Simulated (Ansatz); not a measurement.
TiGe in space group P6_3/mmc (No. 194; Ti on 4f, Ge on 2a, Ge on 2d) at seven volumes, the program Ansatz at the PBE level (PAW), shape and atoms relaxed at each. One row is withheld.

```
V (Å³/atom)  P (GPa)
-----------  -------
16.086         11.99
16.616          7.32
17.146          3.36
17.677         -0.01
18.207         -2.86
18.737         -5.36
19.268             ?
```

Question: Fit the shown pressures and predict the withheld one.

Answer: P = (3/2)B₀(x^(7/2) − x^(5/2))[1 + (3/4)(B′ − 4)(x − 1)] with x = (V₀/V)^(2/3). Least squares on the six rows gives V₀ = 17.675 Å³/atom, B₀ = 104 GPa, B′ = 4.30. At V = 19.268, x = 0.9441 and P = -7.46 GPa. The run itself gave -7.53 GPa.

A made-up cell: these elements were put on the sites of a structure type; neither database checked (COD, Materials Project) lists it. Its standing as an ambient phase is unchecked. The cell was relaxed with PBE under the symmetry of its start; whether a distortion lowers the energy is not shown. No spin polarisation was allowed.

Potentials: the later of the program's two PAW sets.
